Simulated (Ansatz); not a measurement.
The relaxed structure here is a generated cell of Bi: the first start was made by placing the elements on the sites of a structure type, and the end was not matched to a known phase here, so it may be hypothetical. Known forms of Bi include space group No. 166.

A relaxed cell of Bi (I4₁/amd (No. 141)), relaxed on a k-mesh at least as fine as the one used below. Calculation: r2SCAN (plane waves to 500 eV, PAW, scalar-relativistic; Ansatz, a program for electronic structure). Γ-centred k-mesh 6×11×7 on the run's cell (coarser than for final values), Fermi–Dirac smearing 0.05 eV.

```xyz
4
Lattice="-6.3181 6.3181 3.3554 3.1591 -3.1591 1.6777 3.1591 3.1591 -1.6777" Properties=species:S:1:pos:R:3 pbc="T T T"
Bi     0.0000     3.1591     0.8389
Bi    -3.1591     6.3181     2.5166
Bi     0.0000     0.0000     0.0000
Bi    -3.1591     3.1591     1.6777
```

Every atom was then displaced, and the forces became (eV/Å):

| atom | Fx | Fy | Fz |
|---|---|---|---|
| Bi1 | -0.18 | -0.33 | 0.19 |
| Bi2 | -0.26 | -0.04 | -0.15 |
| Bi3 | 0.28 | -0.25 | -0.04 |
| Bi4 | 0.15 | 0.62 | 0.00 |

Problem. Which atom was moved farthest relative to the others, and in which direction?

Solution. Bi4, by (-0.01, -0.16, -0.02) Å (0.16 Å, mean shift removed); the next is Bi3 with 0.12 Å. Its force makes an angle of 166° with its move.

All displacements (Å):

```json
[
 {"atom": "Bi1", "ux": "0.047", "uy": "0.058", "uz": "-0.027"},
 {"atom": "Bi2", "ux": "0.084", "uy": "0.039", "uz": "-0.013"},
 {"atom": "Bi3", "ux": "-0.094", "uy": "0.072", "uz": "-0.024"},
 {"atom": "Bi4", "ux": "0.003", "uy": "-0.154", "uz": "-0.050"}
]
```

No spin polarisation in the result.

The run that gave the undisplaced cell could not lose the symmetry of its start: the end is stationary, and may be a saddle point rather than a minimum.
